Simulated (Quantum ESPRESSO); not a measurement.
Ga7MgP7S, finding a planted mistake in a log

A calculation, not a measurement. The program is pw.x of Quantum ESPRESSO 7.5 (plane-wave density functional theory). The cell is made up: 16 atoms on a doubled zincblende/diamond lattice, with randomly drawn elements, strain and displacements, not relaxed. PseudoDojo standard norm-conserving files (v0.5 for PBE, v0.4.1 for LDA and PBEsol) set the functional; there is no spin polarisation, spin-orbit coupling or dispersion term, and the masses in the input are unused placeholders.

Intended input:

```
&control calculation='scf', pseudo_dir='./dojo.nc.sr.pbe.v0_5.standard.upf', outdir='./o', disk_io='medium', tprnfor=.true., tstress=.true. /
&system ibrav=0, nat=16, ntyp=4, nbnd=77, ecutwfc=84.00895049, nosym=.true., tot_charge=0,
 occupations='smearing', smearing='fd', degauss=0.0018374661
/
&electrons conv_thr=7.350e-09, electron_maxstep=60, /
ATOMIC_SPECIES
Ga 1.0 Ga.upf
Mg 1.0 Mg.upf
P 1.0 P.upf
S 1.0 S.upf
CELL_PARAMETERS angstrom
5.5294 -0.0142 0.0201
-0.0142 5.4571 0.0707
0.0403 0.1413 11.0559
ATOMIC_POSITIONS angstrom
Ga -0.0 0.0598 0.0839
Ga 0.0371 2.755 2.599
Ga 3.0327 0.0213 2.8815
Mg 2.7188 2.7311 -0.0306
Ga 0.0638 0.0799 5.567
Ga 0.0345 2.8528 8.2095
Ga 2.739 0.1166 8.3419
Ga 2.8051 2.5889 5.5899
P 1.4543 1.3356 1.338
P 1.5199 4.2191 4.2695
P 4.0723 1.24 4.154
S 4.131 4.0792 1.4385
P 1.458 1.4381 6.9571
P 1.3979 4.1681 9.8969
P 4.1586 1.4269 9.7345
P 4.2666 4.1978 6.9457
K_POINTS automatic
4 4 2 1 1 1
```

The log is shortened where brackets say so; the opening notice, blank lines, dates and the lines on written files are dropped, and the path of the files is cut. It prints rydbergs, bohrs and kilobars, and counts compression as positive stress. Where no state is partly filled, the Fermi energy that it prints is only some level between the filled and the empty states on the mesh, and need not lie in the true gap.

Log of the intended run:

```
     Program PWSCF v.7.5
     Parallel version (MPI & OpenMP), running on       1 processor cores
     Number of MPI processes:                 1
     Threads/MPI process:                     1
     [start-up lines left out]
     bravais-lattice index     =            0
     lattice parameter (alat)  =      10.4492  a.u.
     unit-cell volume          =    2250.8676 (a.u.)^3
     number of atoms/cell      =           16
     number of atomic types    =            4
     number of electrons       =       142.00
     number of Kohn-Sham states=           77
     kinetic-energy cutoff     =      84.0090  Ry
     charge density cutoff     =     336.0358  Ry
     scf convergence threshold =      7.3E-09
     mixing beta               =       0.7000
     number of iterations used =            8  plain     mixing
     Exchange-correlation= PBE
                           (   1   4   3   4   0   0   0)
     [axes and pseudopotential details left out]
   Cartesian axes
     site n.     atom                  positions (alat units)
         1        Ga     tau(   1) = (  -0.0000000   0.0108148   0.0151733  )
         2        Ga     tau(   2) = (   0.0067095   0.4982408   0.4700283  )
         3        Ga     tau(   3) = (   0.5484628   0.0038521   0.5211183  )
         4        Mg     tau(   4) = (   0.4916940   0.4939185  -0.0055340  )
         5        Ga     tau(   5) = (   0.0115382   0.0144499   1.0067900  )
         6        Ga     tau(   6) = (   0.0062393   0.5159279   1.4846853  )
         7        Ga     tau(   7) = (   0.4953472   0.0210871   1.5086298  )
         8        Ga     tau(   8) = (   0.5073014   0.4682017   1.0109315  )
         9        P      tau(   9) = (   0.2630097   0.2415428   0.2419768  )
        10        P      tau(  10) = (   0.2748734   0.7630228   0.7721376  )
        11        P      tau(  11) = (   0.7364741   0.2242536   0.7512495  )
        12        S      tau(  12) = (   0.7470899   0.7377219   0.2601522  )
        13        P      tau(  13) = (   0.2636788   0.2600799   1.2581892  )
        14        P      tau(  14) = (   0.2528097   0.7537995   1.7898510  )
        15        P      tau(  15) = (   0.7520814   0.2580544   1.7604810  )
        16        P      tau(  16) = (   0.7716131   0.7591707   1.2561275  )
     number of k points=    16  Fermi-Dirac smearing, width (Ry)=  0.0018
                       cart. coord. in units 2pi/alat
        k(    1) = (   0.1248762   0.1253891   0.1229763), wk =   0.1250000
        k(    2) = (   0.1257937   0.1286318  -0.1271365), wk =   0.1250000
     [further k points left out]
     Dense  grid:   234141 G-vectors     FFT dimensions: (  64,  64, 125)
     Estimated max dynamical RAM per process >     457.34 MB
     Initial potential from superposition of free atoms
     starting charge     141.9795, renormalised to     142.0000
     Starting wfcs are  100 randomized atomic wfcs
     total cpu time spent up to now is       34.3 secs
     per-process dynamical memory:   276.8 Mb
     Self-consistent Calculation
     iteration #  1     ecut=    84.01 Ry     beta= 0.70
     Davidson diagonalization with overlap
     ethr =  1.00E-02,  avg # of iterations =  3.8
     Threshold (ethr) on eigenvalues was too large:
     Diagonalizing with lowered threshold
     Davidson diagonalization with overlap
     ethr =  5.40E-04,  avg # of iterations =  2.0
     total cpu time spent up to now is      217.6 secs
     total energy              =   -1308.47205243 Ry
     estimated scf accuracy    <       0.77544179 Ry
     iteration #  2     ecut=    84.01 Ry     beta= 0.70
     Davidson diagonalization with overlap
     ethr =  5.46E-04,  avg # of iterations =  6.8
     total cpu time spent up to now is      331.8 secs
     total energy              =   -1308.53470298 Ry
     estimated scf accuracy    <       0.65566020 Ry
     [iterations 3 to 11 left out]
     iteration # 12     ecut=    84.01 Ry     beta= 0.70
     Davidson diagonalization with overlap
     ethr =  2.89E-10,  avg # of iterations =  2.0
     total cpu time spent up to now is     1209.6 secs
     total energy              =   -1308.73463313 Ry
     estimated scf accuracy    <       0.00000006 Ry
     iteration # 13     ecut=    84.01 Ry     beta= 0.70
     Davidson diagonalization with overlap
     ethr =  4.38E-11,  avg # of iterations =  4.0
     total cpu time spent up to now is     1269.1 secs
     End of self-consistent calculation
     [lines on levels left out]
     the Fermi energy is     7.7340 ev
!    total energy              =   -1308.73463314 Ry
     estimated scf accuracy    <          1.9E-09 Ry
     smearing contrib. (-TS)   =      -0.00000000 Ry
     internal energy E=F+TS    =   -1308.73463314 Ry
     The total energy is F=E-TS. E is the sum of the following terms:
     one-electron contribution =    -653.74497649 Ry
     hartree contribution      =     422.79924217 Ry
     xc contribution           =    -344.32254801 Ry
     ewald contribution        =    -733.46635080 Ry
     convergence has been achieved in  13 iterations
     Forces acting on atoms (cartesian axes, Ry/au):
     atom    1 type  1   force =     0.01800279   -0.00521476   -0.05176645
     atom    2 type  1   force =     0.03509021   -0.02097385    0.07259546
     atom    3 type  1   force =    -0.13675902   -0.07609552   -0.09555125
     atom    4 type  2   force =     0.06364940   -0.02851339    0.02196830
     atom    5 type  1   force =     0.02603650    0.00701189   -0.02312895
     atom    6 type  1   force =     0.01522451   -0.00997591    0.07057377
     atom    7 type  1   force =     0.02034561   -0.03529118    0.02988564
     atom    8 type  1   force =     0.01664519    0.06987507   -0.01763757
     atom    9 type  3   force =    -0.01447786   -0.03097328    0.06494045
     atom   10 type  3   force =    -0.02647310   -0.05171153   -0.02589125
     atom   11 type  3   force =     0.13575952    0.13213758    0.07115599
     atom   12 type  4   force =     0.00064455    0.01335239    0.00987590
     atom   13 type  3   force =    -0.03710450   -0.00837020    0.00495710
     atom   14 type  3   force =    -0.07885019    0.06833142   -0.09609161
     atom   15 type  3   force =     0.03063770    0.00145452   -0.03721024
     atom   16 type  3   force =    -0.06837131   -0.02504325    0.00132473
     Total force =     0.378711     Total SCF correction =     0.000196
     Computing stress (Cartesian axis) and pressure
          total   stress  (Ry/bohr**3)                   (kbar)     P=       36.36
   0.00022905   0.00001003   0.00004738           33.69        1.47        6.97
   0.00001003   0.00031674  -0.00010722            1.47       46.59      -15.77
   0.00004738  -0.00010722   0.00019565            6.97      -15.77       28.78
     init_run     :     32.06s CPU     34.24s WALL (       1 calls)
     electrons    :   1194.88s CPU   1234.79s WALL (       1 calls)
     forces       :     11.52s CPU     11.71s WALL (       1 calls)
     stress       :     46.70s CPU     48.22s WALL (       1 calls)
     [timing details left out]
     PWSCF        :  21m25.47s CPU  22m10.41s WALL
     JOB DONE.
```

A second run was made from an input with one planted mistake. Its log:

```
     Program PWSCF v.7.5
     Parallel version (MPI & OpenMP), running on       4 processor cores
     Number of MPI processes:                 4
     Threads/MPI process:                     1
     [start-up lines left out]
     bravais-lattice index     =            0
     lattice parameter (alat)  =      10.4492  a.u.
     unit-cell volume          =    2250.8676 (a.u.)^3
     number of atoms/cell      =           16
     number of atomic types    =            4
     number of electrons       =       142.00
     number of Kohn-Sham states=           77
     kinetic-energy cutoff     =      84.0090  Ry
     charge density cutoff     =     336.0358  Ry
     scf convergence threshold =      1.5E-02
     mixing beta               =       0.7000
     number of iterations used =            8  plain     mixing
     Exchange-correlation= PBE
                           (   1   4   3   4   0   0   0)
     [axes and pseudopotential details left out]
   Cartesian axes
     site n.     atom                  positions (alat units)
         1        Ga     tau(   1) = (  -0.0000000   0.0108148   0.0151733  )
         2        Ga     tau(   2) = (   0.0067095   0.4982408   0.4700283  )
         3        Ga     tau(   3) = (   0.5484628   0.0038521   0.5211183  )
         4        Mg     tau(   4) = (   0.4916940   0.4939185  -0.0055340  )
         5        Ga     tau(   5) = (   0.0115382   0.0144499   1.0067900  )
         6        Ga     tau(   6) = (   0.0062393   0.5159279   1.4846853  )
         7        Ga     tau(   7) = (   0.4953472   0.0210871   1.5086298  )
         8        Ga     tau(   8) = (   0.5073014   0.4682017   1.0109315  )
         9        P      tau(   9) = (   0.2630097   0.2415428   0.2419768  )
        10        P      tau(  10) = (   0.2748734   0.7630228   0.7721376  )
        11        P      tau(  11) = (   0.7364741   0.2242536   0.7512495  )
        12        S      tau(  12) = (   0.7470899   0.7377219   0.2601522  )
        13        P      tau(  13) = (   0.2636788   0.2600799   1.2581892  )
        14        P      tau(  14) = (   0.2528097   0.7537995   1.7898510  )
        15        P      tau(  15) = (   0.7520814   0.2580544   1.7604810  )
        16        P      tau(  16) = (   0.7716131   0.7591707   1.2561275  )
     number of k points=    16  Fermi-Dirac smearing, width (Ry)=  0.0018
                       cart. coord. in units 2pi/alat
        k(    1) = (   0.1248762   0.1253891   0.1229763), wk =   0.1250000
        k(    2) = (   0.1257937   0.1286318  -0.1271365), wk =   0.1250000
     [further k points left out]
     Dense  grid:   234141 G-vectors     FFT dimensions: (  64,  64, 125)
     Estimated max dynamical RAM per process >     594.89 MB
     Estimated total dynamical RAM >       2.16 GB
     Initial potential from superposition of free atoms
     starting charge     141.9795, renormalised to     142.0000
     Starting wfcs are  100 randomized atomic wfcs
     total cpu time spent up to now is       11.8 secs
     per-process dynamical memory:   410.3 Mb
     Self-consistent Calculation
     iteration #  1     ecut=    84.01 Ry     beta= 0.70
     Davidson diagonalization with overlap
     ethr =  1.00E-02,  avg # of iterations =  3.8
     Threshold (ethr) on eigenvalues was too large:
     Diagonalizing with lowered threshold
     Davidson diagonalization with overlap
     ethr =  5.40E-04,  avg # of iterations =  2.0
     total cpu time spent up to now is       61.3 secs
     total energy              =   -1308.47245061 Ry
     estimated scf accuracy    <       0.77522699 Ry
     iteration #  2     ecut=    84.01 Ry     beta= 0.70
     Davidson diagonalization with overlap
     ethr =  5.46E-04,  avg # of iterations =  6.8
     total cpu time spent up to now is       96.1 secs
     total energy              =   -1308.53413250 Ry
     estimated scf accuracy    <       0.65708080 Ry
     iteration #  3     ecut=    84.01 Ry     beta= 0.70
     Davidson diagonalization with overlap
     ethr =  4.63E-04,  avg # of iterations =  7.7
     total cpu time spent up to now is      127.4 secs
     total energy              =   -1308.66120008 Ry
     estimated scf accuracy    <       0.43609499 Ry
     iteration #  4     ecut=    84.01 Ry     beta= 0.70
     Davidson diagonalization with overlap
     ethr =  3.07E-04,  avg # of iterations =  5.2
     total cpu time spent up to now is      155.8 secs
     End of self-consistent calculation
     [lines on levels left out]
     the Fermi energy is     7.5504 ev
!    total energy              =   -1308.72693238 Ry
     estimated scf accuracy    <       0.01254947 Ry
     smearing contrib. (-TS)   =      -0.00000000 Ry
     internal energy E=F+TS    =   -1308.72693238 Ry
     The total energy is F=E-TS. E is the sum of the following terms:
     one-electron contribution =    -653.60473617 Ry
     hartree contribution      =     422.67939963 Ry
     xc contribution           =    -344.33524503 Ry
     ewald contribution        =    -733.46635080 Ry
     convergence has been achieved in   4 iterations
     Forces acting on atoms (cartesian axes, Ry/au):
     atom    1 type  1   force =     0.02296916    0.00101268   -0.11280783
     atom    2 type  1   force =     0.03636290   -0.02119209    0.02558501
     atom    3 type  1   force =    -0.14510179   -0.07572736   -0.12857067
     atom    4 type  2   force =     0.06450118   -0.02863266    0.00182091
     atom    5 type  1   force =     0.02610065    0.00144460    0.03693977
     atom    6 type  1   force =     0.01378708   -0.00812950    0.10704800
     atom    7 type  1   force =     0.02014743   -0.03590646    0.05951403
     atom    8 type  1   force =     0.01502824    0.06930423    0.04010299
     atom    9 type  3   force =    -0.01044664   -0.02902880    0.04662928
     atom   10 type  3   force =    -0.02582762   -0.05106757   -0.02104736
     atom   11 type  3   force =     0.13340178    0.13046882    0.07397026
     atom   12 type  4   force =     0.00060568    0.01466417   -0.00956015
     atom   13 type  3   force =    -0.03816348   -0.01010193    0.01761029
     atom   14 type  3   force =    -0.07835673    0.06970809   -0.10547393
     atom   15 type  3   force =     0.03182027    0.00009357   -0.04551310
     atom   16 type  3   force =    -0.06682812   -0.02690978    0.01375249
     Total force =     0.411725     Total SCF correction =     0.487503
     SCF correction compared to forces is large: reduce conv_thr to get better values
     Computing stress (Cartesian axis) and pressure
          total   stress  (Ry/bohr**3)                   (kbar)     P=       45.72
   0.00028580   0.00000650   0.00004075           42.04        0.96        5.99
   0.00000650   0.00038273  -0.00010740            0.96       56.30      -15.80
   0.00004075  -0.00010740   0.00026384            5.99      -15.80       38.81
     init_run     :     11.20s CPU     11.66s WALL (       1 calls)
     electrons    :    141.72s CPU    144.12s WALL (       1 calls)
     forces       :      5.45s CPU      5.55s WALL (       1 calls)
     stress       :     15.97s CPU     16.38s WALL (       1 calls)
     [timing details left out]
     PWSCF        :   2m54.57s CPU   2m58.12s WALL
     JOB DONE.
```

Question: what was wrong in the second input?

Answer: the self-consistency threshold is too loose. The input lines that differ, file-writing options aside:

```
- &electrons conv_thr=7.350e-09, electron_maxstep=60, /
+ &electrons conv_thr=1.470e-02, electron_maxstep=60, /
```

|  | intended run | run with the mistake |
| --- | --- | --- |
| free energy (eV) | -17806.242 | -17806.137 |
| smearing term -TS (eV) | 0.0000 | 0.0000 |
| pressure (GPa) | 3.64 | 4.57 |
| largest force component (eV/Å) | 3.516 | 3.731 |
| largest change of a force component (eV/Å) |  | 1.569 |
| iterations | 13 | 4 |

For scale, a rerun of the intended cell at a cutoff of 1437 eV and k mesh 6 x 6 x 4 moved values by no more than 0.017 eV in energy, 0.02 GPa in stress and 0.005 eV/Å in force.